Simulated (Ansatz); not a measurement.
Put ZrWS₃ in Cmmm (No. 65): Zr on 2d; W on 2b; S on 4i and 2a.

Method: Ansatz 0.2.0, DFT PBE, scalar-relativistic, plane waves, PAW. Cutoff 420 eV, Γ-centred mesh, Gaussian smearing, no spin polarisation.

The zero of energy is the elements' standard structures at the same level; no fitted shifts are applied.

Q: Predict the relaxed structure.

A:

Space group Cmmm (No. 65). a = 4.703 Å, b = 10.920 Å, c = 4.753 Å, α = 90.00°, β = 90.00°, γ = 90.00°
| atom | site | symmetry | x | y | z |
| --- | --- | --- | --- | --- | --- |
| Zr | 2d | mmm | 0.0000 | 0.0000 | 0.5000 |
| W | 2b | mmm | 0.5000 | 0.0000 | 0.0000 |
| S | 4i | m2m | 0.0000 | 0.7124 | 0.0000 |
| S | 2a | mmm | 0.0000 | 0.0000 | 0.0000 |

Zr is surrounded by 2 S at 2.38 Å and 4 W at 3.34 Å; W has 4 S at 2.32–2.35 Å and 4 Zr at 3.34 Å; S on a site of symmetry m2m is surrounded by 1 W at 2.32 Å and 2 S at 2.49 Å; S on a site of symmetry mmm has 2 W at 2.35 Å and 2 Zr at 2.38 Å. Another local minimum with the same sites may exist.

Q: Where does its energy lie, and is it a metal?

A: The energy over the elements is +0.28 eV/atom. The gap on the 10×10×8 mesh of the 5-atom cell is 0 eV (a metal). It can't be a ground state, since the elements alone are lower.

The last run used Gaussian smearing of 0.10 eV. Spin–orbit coupling, which can matter for W, is left out. The reference form of S is held partly by dispersion forces, which this level lacks. A structure relaxed within its symmetry needn't be a true minimum. Another cell of ZrWS3 relaxed alike, in P-6m2, lies 1.04 eV/atom lower, so this cell isn't the stable form at this level.
